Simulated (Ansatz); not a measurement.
Guessed and relaxed cells of SnTe₃

The guess for SnTe₃ was made by a generator: random cell by space group and Wyckoff sites (P6/mmm, No. 191). The dimensions are guesses.

POSCAR.start

```
Sn Te
1.0
     5.61101    0.00000    0.00000
    -2.80551    4.85928    0.00000
     0.00000    0.00000    5.39045
Sn Te
1 3
Direct
  0.00000 0.00000 0.00000
  0.50000 0.00000 0.00000
  0.00000 0.50000 0.00000
  0.50000 0.50000 0.00000
```

Computed with DFT PBE, scalar-relativistic, plane waves, PAW (Ansatz). Cutoff 420 eV, Gaussian smearing, Γ-centred meshes. Cell and atoms relax first on a coarse mesh and then on a finer one. In between, the cell is made exact in the group found at 0.06 Å. In metals the finer mesh still leaves noise of several meV/atom or more. The steps can't lower the symmetry of their start. No spin polarisation.

POSCAR.end

```
Sn Te
1.0
     6.38826    0.00000    0.00000
    -3.19413    5.53239    0.00000
     0.00000    0.00000    5.46461
Sn Te
1 3
Direct
  0.00000 0.00000 0.00000
  0.50000 0.00000 0.00000
  0.00000 0.50000 0.00000
  0.50000 0.50000 0.00000
```

The symmetry stays P6/mmm (No. 191). The volume per atom grows by 31.4 %, from 36.7 to 48.3 Å³. The shortest distance goes from 2.81 Å (Sn–Te and Te–Te) to 3.19 Å (Sn–Te and Te–Te). The ratio c/a of the conventional cell changes by a factor of 0.89. The energy falls by about 0.86 eV/atom (the start's value is from the coarse mesh).

- Volume per atom: 48.3 Å³
- Density: 4.3 g/cm³
- Formation energy: +0.33 eV/atom
- Gap on the 12×12×8 mesh of the 4-atom cell: 0 eV (a metal)

Energies over the elements count from the elements' standard structures at the same level, with no fitted energy shifts. The references include grey tin. The separate elements lie lower, so it is unstable against them.

The last run used Gaussian smearing of 0.10 eV. No dispersion correction is applied, so the spacing and binding between layers, chains or molecules are poorly described. These runs have no spin–orbit coupling, which can matter for Te. The reference form of Te is held partly by dispersion forces, which this level lacks. Symmetry constrained the relaxation, so the result can be a saddle point. In all, the 3 runs took 66 s on 1 thread of Intel(R) Xeon(R) 6975P-C (Granite Rapids), with other jobs on the host. Another cell of SnTe3 relaxed alike, in P-62m, lies 273 meV/atom lower, so this cell isn't the stable form at this level.
